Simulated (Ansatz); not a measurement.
Input:

TiAl:
Space group Pm-3m (No. 221); a = b = c = 3.1561 Å, α = β = γ = 90.00°

```csv
atom,site,symmetry,x,y,z
Ti,1a,m-3m,0.0000,0.0000,0.0000
Al,1b,m-3m,0.5000,0.5000,0.5000
```

This is the PBEsol-relaxed structure.

**Question.** All from DFT-PBEsol in the program Ansatz with PAW potentials, unless another level is named. Estimate the formation energy from the elements (no fitted shifts).

**Answer.** -0.26 eV/atom.

**Question.** Predict the density of states at the Fermi level.

**Answer.** 1.3 states/eV per atom (mean over ±0.08 eV).

The first step of the workflow began from a Materials Project structure, measured or hypothetical; the Crystallography Open Database copy checked does not list it. It is not the phase usual at ambient conditions (space group No. 123). The PBEsol relaxation kept the symmetry of its start. At this level the phase is mechanically unstable. No spin polarisation was allowed. The references are the lowest solids computed at this level, not always the standard phases.

Potentials: the earlier of the program's two PAW sets. The files were generated under PBE; for other functionals the program regenerates the frozen cores, and for LDA and PBEsol the local potential too.
